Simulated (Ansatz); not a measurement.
Ansatz (a quantum-chemistry and plane-wave program) input:

Ansatz 0.2 input:
```yaml
crystal:
  lattice:
    - [5.5903273782, 0.0, 0.0]
    - [0.0, 5.5903273782, 0.0]
    - [0.0, 0.0, 5.5903273782]
  atoms:
    - { symbol: Mg, position: [0.25, 0.0, 0.5] }
    - { symbol: Mg, position: [0.75, 0.0, 0.5] }
    - { symbol: Mg, position: [0.5, 0.75, 0.0] }
    - { symbol: Mg, position: [0.5, 0.25, 0.0] }
    - { symbol: Mg, position: [0.0, 0.5, 0.75] }
    - { symbol: Mg, position: [0.0, 0.5, 0.25] }
    - { symbol: O, position: [0.25, 0.5, 0.0] }
    - { symbol: O, position: [0.75, 0.5, 0.0] }
    - { symbol: O, position: [0.0, 0.75, 0.5] }
    - { symbol: O, position: [0.0, 0.25, 0.5] }
    - { symbol: O, position: [0.5, 0.0, 0.75] }
    - { symbol: O, position: [0.5, 0.0, 0.25] }
kpoints:
  mp_grid: { grid: [5, 5, 5] }
basis: { xc_grid: 2 }
hamiltonian:
  xc: pbesol
  pseudopotentials: { kind: paw }
scf:
  occupations: { method: fixed }
output:
  optics: { e_range: [0.0, 15.0], de: 0.05, sigma: 0.1, bands: { spectra_wanted_up_to: 12 eV } }
```

Output (shortened):

```
output.optics: the spectra are integrated over the Brillouin zone by k·p interpolation around the k-points, where levels, occupations, output.optics.sigma and …
Pseudopotential: Mg, paw, valence charge 10
Pseudopotential: O, paw, valence charge 6
Functional definition: PBEsol
Crystal: 12 atoms, lattice volume = 174.708 Å³
Basis set: ecut = 420 eV, 3407 PW (Γ), exchange–correlation on 80×80×80 points (8 copies of the dense FFT grid, shifted against one another)
Bands: 60, of which v1, the nominal top of the filled ones, is band 48 counted from 1 (47 counted from 0)
Symmetry: 48 space group operations
Space group: Pm-3n (ITA 223), of the structure as read, at distance tolerance 5.6e-5 Å
k-points: 10 of 125
SCF iter   1: F=—  HF=-14852.910141 eV  |F-HF|=—  |Δ(HF+E_count)|=         —  Δρ=1.14e-2  dr2=1.85e-1  ethr=1.77e-3  ⟨swp⟩=5.0  Hψ=2151  notcnv=0  defer=100
preconditioner: auto → Resta (q_TF=auto, 2.469 Å⁻¹)
SCF iter   2: F=—  HF=-14852.863476 eV  |F-HF|=—  |Δ(HF+E_count)|=   4.67e-2  Δρ=2.57e-3  dr2=6.75e-3  ethr=1.93e-4  ⟨swp⟩=2.0  Hψ=938  notcnv=0  defer=100
SCF iter   3: F=—  HF=-14852.862510 eV  |F-HF|=—  |Δ(HF+E_count)|=   9.66e-4  Δρ=8.64e-4  dr2=1.33e-3  ethr=7.03e-6  ⟨swp⟩=2.0  Hψ=799  notcnv=0  defer=100
SCF iter   4: F=—  HF=-14852.863377 eV  |F-HF|=—  |Δ(HF+E_count)|=   8.66e-4  Δρ=2.23e-4  dr2=1.35e-4  ethr=1.39e-6  ⟨swp⟩=3.0  Hψ=752  notcnv=0  defer=100
SCF iter   5: F=—  HF=-14852.863658 eV  |F-HF|=—  |Δ(HF+E_count)|=   2.81e-4  Δρ=4.89e-5  dr2=1.20e-5  ethr=1.41e-7  ⟨swp⟩=2.6  Hψ=793  notcnv=0  defer=100
SCF iter   6: F=—  HF=-14852.863397 eV  |F-HF|=—  |Δ(HF+E_count)|=   2.61e-4  Δρ=1.18e-5  dr2=4.84e-7  ethr=1.25e-8  ⟨swp⟩=2.0  Hψ=792  notcnv=0  defer=77
SCF iter   7: F=—  HF=-14852.863402 eV  |F-HF|=—  |Δ(HF+E_count)|=   5.74e-6  Δρ=2.08e-6  dr2=8.54e-9  ethr=5.05e-10  ⟨swp⟩=2.0  Hψ=820  notcnv=0  defer=55
SCF iter   8: F=—  HF=-14852.863402 eV  |F-HF|=—  |Δ(HF+E_count)|=   1.95e-8  Δρ=3.76e-7  dr2=2.53e-10  ethr=8.90e-12  ⟨swp⟩=2.4  Hψ=926  notcnv=0  defer=55
SCF iter   9: F=-14852.863402 eV  HF=-14852.863402 eV  |F-HF|=1.82e-12  |Δ(HF+E_count)|=  4.57e-10  Δρ=7.13e-8  dr2=4.35e-12  ethr=1.00e-12  ⟨swp⟩=10.3  Hψ=2770  notcnv=0
SCF 1 converged in 9 iterations: F = -14852.863402 eV  dr2 = 4.35e-12
NSCF: frozen V_eff on 10 k-points
Optics k sum: 0 of 10 k-points
Optics k sum: 1 of 10 k-points
Optics k sum: 2 of 10 k-points
Optics k sum: 3 of 10 k-points
Optics k sum: 4 of 10 k-points
Optics k sum: 5 of 10 k-points
Optics k sum: 6 of 10 k-points
Optics k sum: 7 of 10 k-points
Optics k sum: 8 of 10 k-points
Optics k sum: 9 of 10 k-points
Optics k sum: 10 of 10 k-points
Optics k sum: 0 of 10 k-points
Optics k sum: 1 of 10 k-points
Optics k sum: 2 of 10 k-points
Optics k sum: 3 of 10 k-points
Optics k sum: 4 of 10 k-points
Optics k sum: 5 of 10 k-points
Optics k sum: 6 of 10 k-points
Optics k sum: 7 of 10 k-points
Optics k sum: 8 of 10 k-points
Optics k sum: 9 of 10 k-points
Optics k sum: 10 of 10 k-points
NSCF: frozen V_eff on 1 k-points
NSCF: frozen V_eff on 1 k-points
NSCF: frozen V_eff on 1 k-points
output.optics: what the bands over the 91 summed would add to eps1, eps2 and the energy-loss function is held between a lower and an upper bound (8 Lanczos …
SCF converged after 9 iterations
Free energy (F): -14852.863402 eV
Harris-Foulkes:  -14852.863402 eV  (|F-HF|=1.82e-12)
Internal energy: -14852.863402 eV  (E = F + TS)
E sigma→0 (E₀):  -14852.863402 eV
Fermi energy:    3.008042 eV
--- Per-component energies (eV) ---
  E_band       = -2190.584319
  E_kinetic    = 1519.834581
  E_local      = -13212.405465  (includes V_loc(G=0)·N_el)
  E_nonlocal   = 864.180857
  E_hartree    = 4899.119221
  E_xc         = -617.353089
  E_vxc        = -794.927085  (∫ρ·V_xc dr)
  E_paw        = -2597.611079  (= ΣΔE_a)
  E_vpaw       = -365.520144  (= ΣTr[D̂ρ^β])
  E_aug_tail   = 0.014669  (compensation charges beyond the density's cutoff)
  E_ewald      = -5709.207998
  E_core_change = 0.564901  (= ΣΔE_core)
  E_smearing   =  0.000000  (= −TS)
  E_closure    =  0.000000  (closes the sum)
  Σ components = -14852.863402   (vs F -14852.863402, Δ=0.00e0)
  [band-id]    e_kinetic+e_local+e_nonlocal+2·e_hartree+e_vxc+e_vpaw+e_augmentation_tail = -2190.584145   (vs E_band -2190.584319, Δ=1.74e-4)
--- Band table (eV; the first three rows and the last of 10) ---
  k-point 0: bands = ["-68.4960", "-68.4945", "-68.4945", "-68.4879", "-68.4879", "-68.4879", "-35.4835", "-35.4835", "-35.4835", "-35.4645", "-35.4645", "-35.4645", "-35.4630", "-35.4630", "-35.4630", "-35.4619", "-35.4619", "-35.4601", "-35.4601", …
  k-point 1: bands = ["-68.4957", "-68.4946", "-68.4940", "-68.4886", "-68.4879", "-68.4879", "-35.4831", "-35.4831", "-35.4823", "-35.4685", "-35.4653", "-35.4653", "-35.4628", "-35.4621", "-35.4621", "-35.4606", "-35.4606", "-35.4604", "-35.4589", …
  k-point 2: bands = ["-68.4953", "-68.4949", "-68.4924", "-68.4903", "-68.4879", "-68.4879", "-35.4825", "-35.4825", "-35.4789", "-35.4739", "-35.4655", "-35.4655", "-35.4627", "-35.4627", "-35.4620", "-35.4611", "-35.4604", "-35.4604", "-35.4561", …
  k-point 9: bands = ["-68.4927", "-68.4925", "-68.4925", "-68.4904", "-68.4904", "-68.4902", "-35.4754", "-35.4743", "-35.4743", "-35.4726", "-35.4702", "-35.4686", "-35.4686", "-35.4674", "-35.4618", "-35.4618", "-35.4617", "-35.4617", "-35.4256", …
```

Cost: around 100 core-seconds (rough) on shared cores.

The workflow started from a Materials Project entry (that database holds measured and hypothetical structures alike); the Crystallography Open Database copy checked does not list it. It is not the phase usual at ambient conditions (space group No. 225). The PBEsol relaxation kept the symmetry of its start; phonons on a q-mesh show no instability.

Potentials: the later of the program's two PAW sets.

Ansatz is a plane-wave DFT program.
